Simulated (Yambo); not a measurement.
Yambo run on Rb2BrOH (space group P2_1/m, No. 11). The wavefunctions are PBEsol (Quantum ESPRESSO, PseudoDojo norm-conserving, 84 Ry, no spin-orbit coupling) ones on a 2×2×1 mesh (32 occupied bands); a = 6.941 Å, b = 4.479 Å, c = 8.907 Å, α = γ = 90.00°, β = 108.00°.

Yambo input:

```
rim_cut
gw0
dyson
el_el_corr
HF_and_locXC
ppa
em1d
RandQpts= 1000000
RandGvec= 1 Ry
EXXRLvcs= 84 Ry
VXCRLvcs= 336 Ry
Chimod= "HARTREE"
% BndsRnXp
 1 | 366 |
%
NGsBlkXp= 6 Ry
% LongDrXp
 1.0 | 1.0 | 1.0 |
%
PPAPntXp= 27.2114 eV
% GbndRnge
 1 | 366 |
%
GTermKind= "BG"
DysSolver= "n"
ExtendOut
% QPkrange
 1 | 1 | 32 | 33 |
 4 | 4 | 32 | 32 |
%
```

k points by index: 1 = Γ, 4 = (-0.5, -0.5, 0).

Table of the .qp output:

```
#    K-point    Band    Eo [eV]    E [eV]    E-Eo [eV]    Vxc [eV]    Vnlxc [eV]    Sc|Eo [eV]    Sc|E [eV]    dSc/dw|Eo [eV]    Re(Z)    Im(Z)
#
    1    32    -0.030108    -1.632857    -1.602750    -17.36456    -23.01870    3.642732    4.051395    -6.937474    0.796843    -0.001556
    1    33    3.348718    4.120740    0.772022    -7.130483    -3.263625    -2.983714    -3.094835    -3.916205    0.874188    -0.906972E-3
    4    32    0.000000    -1.621317    -1.621317    -17.77493    -23.63848    3.824300    4.242227    -7.013551    0.795072    -0.001459
```
(The two width columns are left out.) Convergence of these settings isn't established.

Geometry of the Materials Project entry, not relaxed at this level.

The structure is a Materials Project entry; no match was found in the copy of COD used, and its stability was not checked.
